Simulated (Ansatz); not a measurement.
KI (rock salt, Fm-3m), plane-wave PAW r²SCAN (Ansatz code). The conduction-band minimum lies at Γ, with 1 equivalent valley. Second derivatives d²E/dk² of the lowest band at one valley (eV·Å²), along Cartesian directions:

```
direction  d²E/dk²
---------  -------
[100]        22.51
[010]        22.51
[001]        22.51
[110]        22.51
[101]        22.51
[011]        22.51
```

Question: Find the principal effective masses, the density-of-states mass and the conductivity mass.

Answer: Off-diagonal terms follow from H_xy = H[110] − (H_xx + H_yy)/2, and m*/mₑ = 7.620 eV·Å² over each eigenvalue: 0.34, 0.34, 0.34. One valley's DOS mass (m₁m₂m₃)^(1/3) = 0.34, conductivity mass 3/(Σ 1/mᵢ) = 0.34 mₑ.

Question: What effective density of states Nc follows at 300 K for parabolic valleys?

Answer: Nc = 2.509e19 × 1 × (0.34)^(3/2) ≈ 5.0e18 cm⁻³.

The cell was relaxed with r²SCAN under the symmetry of its start. Scalar-relativistic: spin–orbit coupling is off unless named, which matters more the heavier the elements.

Potentials: the later of the program's two PAW sets.

Edges and masses are those of Kohn–Sham bands, whose gap is no quasiparticle gap.
